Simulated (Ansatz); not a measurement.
The start is a generated trial cell of Si2Ni in the AFLOW prototype A2B_hP6_191_h_e (C_h, as in Cu2Te). The cell and all atomic positions are relaxed at zero pressure with r2SCAN (plane waves to 500 eV, PAW, scalar-relativistic; Ansatz, a quantum-chemistry and plane-wave program). The first steps use a coarse 7×7×4 k-mesh.

Initial structure:
```yaml
crystal:
  lattice:
    - [3.63356, 0.00000, 0.00000]
    - [-1.81678, 3.14675, 0.00000]
    - [0.00000, 0.00000, 6.21487]
  atoms:
    - { symbol: Si, position: [0.33333, 0.66667, 0.16000] }
    - { symbol: Si, position: [0.66667, 0.33333, 0.16000] }
    - { symbol: Si, position: [0.66667, 0.33333, 0.84000] }
    - { symbol: Si, position: [0.33333, 0.66667, 0.84000] }
    - { symbol: Ni, position: [0.00000, 0.00000, 0.30600] }
    - { symbol: Ni, position: [0.00000, 0.00000, 0.69400] }
```
Spin-polarised start, with parallel moments on Ni.

| Property | Value |
|---|---|
| Initial pressure | +70 GPa (positive: the cell is compressed) |
| Outcome | The space group stays P6/mmm (No. 191) (the run could not lower it); the end is AFLOW prototype A2B_hP6_191_h_e (C_h, as in Cu2Te), with 6 atoms in the primitive cell |
| Energy released | 1.02 eV/atom |
| Band gap at the end | zero (metallic) |
| Moments at the end | zero (the starting moments vanished) |
| Optimiser moves | 12 |

Relaxed structure:

```cif
data_Ni2Si4
_chemical_formula_sum 'Si4 Ni2'
_space_group_name_H-M_alt 'P6/mmm'
_space_group_IT_number 191
_space_group_name_Hall '-P 6 2'
_cell_length_a 4.08108
_cell_length_b 4.08108
_cell_length_c 6.01732
_cell_angle_alpha 90.000
_cell_angle_beta 90.000
_cell_angle_gamma 120.000
loop_
_atom_site_label
_atom_site_type_symbol
_atom_site_symmetry_multiplicity
_atom_site_Wyckoff_symbol
_atom_site_fract_x
_atom_site_fract_y
_atom_site_fract_z
_atom_site_occupancy
Si1 Si 4 h 0.33333 0.66667 0.20140 1
Ni1 Ni 2 e 0.00000 0.00000 0.28032 1
```

Final values are on a 13×13×8 k-mesh of the relaxed cell. No spin polarisation in the result: the starting moments vanished. A magnetic state may lie lower.

The run could not lose the symmetry of its start: the end is stationary, and may be a saddle point rather than a minimum.

The relaxed structure here is a generated cell of Si2Ni: the first start was made by placing the elements on the sites of a structure type, and the end was not matched to a known phase here, so it may be hypothetical. Known forms of Si2Ni include space group No. 225.
